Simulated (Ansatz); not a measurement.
# AlCuBr4 squeezed and stretched

A database entry relaxed whole under r2SCAN (P-42c):

```
Al Cu Br
1.0
     5.76063    0.00000    0.00000
     0.00000    5.76063    0.00000
     0.00000    0.00000   10.59072
Al Cu Br
2 2 8
Direct
  0.50000 0.00000 0.25000
  0.00000 0.50000 0.75000
  0.50000 0.50000 0.50000
  0.50000 0.50000 0.00000
  0.73819 0.23205 0.37408
  0.23205 0.26181 0.62592
  0.26181 0.76795 0.37408
  0.76795 0.73819 0.62592
  0.73819 0.76795 0.12592
  0.23205 0.73819 0.87408
  0.26181 0.23205 0.12592
  0.76795 0.26181 0.87408
```

The cell was scaled uniformly, its shape held, and the atoms relaxed at each volume with plane-wave PAW DFT (Ansatz 0.2.0; r2SCAN, 500 eV, 6×6×4 Γ-centred mesh, fermi-dirac occupations of width 0.020 eV; no spin, no spin-orbit coupling). One row is withheld.

```
volume (Å³/atom)  energy over the lowest (meV/atom)  pressure (GPa)  gap over mesh and path (eV)
          27.530                                5.6            1.10                        2.776
          28.116                                2.4            0.68                        2.747
          28.702                                0.6            0.32                        2.718
          29.288                                0.0           -0.02                        2.689
          29.873                                  ?               ?                            ?
          30.459                                2.0           -0.52                        2.640
          31.045                                4.3           -0.74                        2.617
```

Problem. Fit the pressures of the other rows to the third-order Birch-Murnaghan form.

Solution. With f = [(V₀/V)^(2/3) − 1]/2 and P = 3B₀f(1 + 2f)^(5/2)[1 + 3(B₀′ − 4)f/2], least squares gives V₀ = 29.27 Å³ an atom, B₀ = 14.9 GPa and B₀′ = 6.1; the rows miss the fit by less than 0.01 GPa. The slope of the energies differs from these pressures by less than 0.05 GPa.

Problem. How does the gap move with volume?

Solution. A parabola in ln(V/V₀) through the other rows has the slope dE_g/d ln V = -1.3 eV at V₀, so by B₀ the gap moves by +89 meV a GPa at this fixed shape: it widens under pressure.

Problem. What does the withheld row hold?

Solution. The fit gives -0.29 GPa at 29.873 Å³; the run gave -0.30 GPa and 0.5 meV an atom. Its gap is 2.663 eV, against 2.664 eV from the parabola.

Caveats: the shape of the cell was held, so B₀ is an upper bound where the axes differ in stiffness; 0 K, fixed nuclei; the symmetry was kept, and this need not be the phase that is stable at 0 K; one mesh for all volumes; r2SCAN gaps lie as a rule under measured ones; the slope of the gap can be off by tens of per cent, more where shallow d levels or spin-orbit coupling act on the edges; no spin-orbit coupling, which narrows gaps of heavier elements; pressure is positive in compression.
